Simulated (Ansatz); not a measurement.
**Fields on a plane of Mo3Si (A15, Cr3Si type)**

```
Mo3Si
1.0
    4.88448     0.00000     0.00000
    0.00000     4.88448     0.00000
    0.00000     0.00000     4.88448
Si Mo
2 6
Cartesian
  2.44224   2.44224   2.44224
  0.00000   0.00000   0.00000
  0.00000   2.44224   1.22112
  0.00000   2.44224   3.66336
  1.22112   0.00000   2.44224
  3.66336   0.00000   2.44224
  2.44224   1.22112   0.00000
  2.44224   3.66336   0.00000
```

The slice is a {110} plane (indices of the conventional cell) through the point (0.000, 0.000, 0.000) (fractional), spanned by u = [100] and v = [011] in vectors of this cell: u (4.88 Å) and v (6.91 Å, at 90° to u). It covers one period; positions are fractions (u, v).

Atoms on it: Si at (0.50, 0.50); Si at (0.00, 0.00). Other atoms lie within 1 Å of the plane.

All values below come from r2SCAN (plane waves to 500 eV, PAW, scalar-relativistic; Ansatz, a program for electronic structure). k mesh 10×10×10. Inside the PAW spheres the values are not all-electron values, and peaks at nuclei hang on which shells count as valence. Mo3Si is run without spin polarisation. Mo3Si was relaxed with its symmetry unable to fall.

| v \ u | 0.00 | 0.15 | 0.30 | 0.45 | 0.60 | 0.75 | 0.90 |
|---|---|---|---|---|---|---|---|
| 0.96 | x | 0.59 | 0.41 | 0.31 | 0.28 | 0.58 | 0.31 |
| 0.86 | 0.65 | 0.59 | 0.22 | 0.34 | 0.24 | 0.36 | 0.63 |
| 0.75 | 0.20 | 0.30 | 0.37 | 0.21 | 0.24 | 0.40 | 0.24 |
| 0.64 | 0.39 | 0.17 | 0.50 | 0.65 | 0.63 | 0.36 | 0.24 |
| 0.54 | 0.33 | 0.30 | 0.67 | x | 0.31 | 0.58 | 0.28 |
| 0.43 | 0.38 | 0.21 | 0.63 | 0.31 | 0.49 | 0.49 | 0.24 |
| 0.32 | 0.33 | 0.19 | 0.45 | 0.53 | 0.52 | 0.37 | 0.22 |
| 0.21 | 0.33 | 0.40 | 0.31 | 0.22 | 0.20 | 0.39 | 0.36 |
| 0.11 | 0.54 | 0.65 | 0.23 | 0.35 | 0.24 | 0.41 | 0.64 |
| 0.00 | x | 0.56 | 0.46 | 0.31 | 0.32 | 0.61 | x |

Values: electron localisation function (ELF). Points within 0.5 Å of a nucleus are blanked (x), as the pseudised field means little there.

```
|xxxx0664100014660xxx|
|xxxx36620xxx02663xxx|
|xxx26751xxxxx15762xx|
|x1368861xxxxx1688631|
|667999730xxx03799976|
|77899985200025899987|
|44689998644468999864|
|00258999877789998520|
|xx03799976667999730x|
|xxx1688631x1368861xx|
|xxx15762xxxxx26751xx|
|xx02663xxxxxxx36620x|
|0014660xxxxxxx066410|
|002575xxxxxxxxx57520|
|0014660xxxxxxx066410|
|xx02663xxxxxxx36620x|
|xxx15762xxxxx26751xx|
|xxx1688631x1368861xx|
|xx03799976667999730x|
|00258999877789998520|
|44689998644468999864|
|77899985200025899987|
|667999730xxx03799976|
|x1368861xxxxx1688631|
|xxx26751xxxxx15762xx|
|xxxx36620xxx02663xxx|
|xxxx0664100014660xxx|
|xxxxx57520002575xxxx|
```
Scale: ten equal steps from 5.00 (start of '0') to 13.90 (end of '9'), in the order '0123456789'. Values: electrostatic potential energy of an electron, from the cell's mean, in eV. The map has 20 points along u (one character each, u = 0 at the left) and 28 along v (v = 0 in the bottom row). Points within 1 Å of a nucleus are blanked (x), as the pseudised field means little there. Values under 5 eV are set to 5. The zero, the cell's mean, hangs on the PAW cores.
